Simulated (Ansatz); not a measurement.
**Magnetic order of FeCO3 at several levels**

```
CELL_PARAMETERS angstrom
2.34435 1.35351 5.12433
-2.34435 1.35351 5.12433
0.00000 -2.70702 5.12433
ATOMIC_POSITIONS crystal
Fe 0.00000 0.00000 0.00000
Fe 0.50000 0.50000 0.50000
C 0.25000 0.25000 0.25000
C 0.75000 0.75000 0.75000
O 0.52430 0.97570 0.25000
O 0.25000 0.52430 0.97570
O 0.97570 0.25000 0.52430
O 0.47570 0.02430 0.75000
O 0.75000 0.47570 0.02430
O 0.02430 0.75000 0.47570
```

The same starts (parallel, antiparallel patterns that fit this cell, and no moments) were run with plane-wave PAW DFT (Ansatz 0.2.0; atoms fixed, collinear spin, no spin-orbit coupling; 6×6×6 Γ-centred mesh, fermi-dirac occupations of width 0.050 eV) at these levels: r2SCAN, 500 eV; r2SCAN with U_eff = 3.1 eV on Fe d (all-electron-ortho-atomic projectors), 500 eV.

Problem. How do order, exchange and moments depend on the level?

Solution. The runs give, at zero smearing:

| level | lowest state | mean moment on Fe (μB) | parallel less best compensated antiparallel (meV per Fe) | gain over no moments (meV per Fe) |
| --- | --- | --- | --- | --- |
| r2SCAN | antiparallel, compensated | 3.46 | +10 | 1588 |
| r2SCAN + U | antiparallel, compensated | 3.52 | +6 | 1939 |

Site moments are taken in small spheres that don't touch (radius about 0.4 of the atom's shortest bond), so those of the magnetic atoms read low. Both levels favour antiparallel moments: the difference runs from +6 to +10 meV per Fe. The U weakens the coupling, as expected where exchange goes by hopping and scales with the inverse of the on-site repulsion.

The cell is that of a Crystallography Open Database entry, unchanged.

Caveats: only orders that fit this cell were tried, so the true order may need a larger cell or canted moments; atoms and cell are held at the entry's values; differences under about 5 meV per magnetic atom weren't tested against a denser mesh or another U, and are taken as unresolved; the U is a value in common use, not computed for this crystal; the state without moments isn't the paramagnet, so the last column is no ordering energy, and a U inflates it.
